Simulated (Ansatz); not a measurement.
Starting cell, Al (fcc, Cu type):

```xyz
2
Lattice="0.0000 3.9907 3.9907 1.9954 0.0000 1.9954 1.9954 1.9954 0.0000" Properties=species:S:1:pos:R:3 pbc="T T T"
Al     0.0000     0.0000     0.0000
Al     1.9954     1.9954     3.9907
```

A phonon eigenvector at L = (0.5, 0.0, 0.0) is frozen into this cell: atom i moves by Q times the vector below, so Q is the largest atomic displacement, in Å. The cell is held. It is one choice among 2 degenerate patterns. (q is in reciprocal vectors of the primitive cell; the cell shown is doubled to hold the pattern.)

| atom | x | y | z |
|---|---|---|---|
| Al1 | -0.285 | 0.520 | -0.805 |
| Al2 | 0.285 | -0.520 | 0.805 |

Level of theory: r2SCAN (plane waves to 500 eV, PAW, scalar-relativistic; Ansatz, a first-principles code). k mesh 10×20×20 (Γ-centred), Fermi-Dirac smearing 0.05 eV. E stands for the smeared free energy. With partly filled bands, energies and forces of such displacements shift with the k mesh and the smearing. Al was relaxed with its symmetry unable to fall. The PAW data are Ansatz's earlier set. ΔE is measured from the undisplaced structure.

Problem. Give the computed ΔE (eV/cell) at Q (Å) = -0.180, -0.120, -0.060, -0.030, 0.030, 0.060, 0.120, 0.180.

Solution. 
```
Q (Å)   ΔE (eV/cell)
------  ------------
-0.180         0.080
-0.120         0.037
-0.060         0.009
-0.030         0.002
0.030          0.002
0.060          0.009
0.120          0.037
0.180          0.080
```

(A displaced cell: forces are minus the slopes of the energy, force constants its curvatures, and phonons follow from these.)
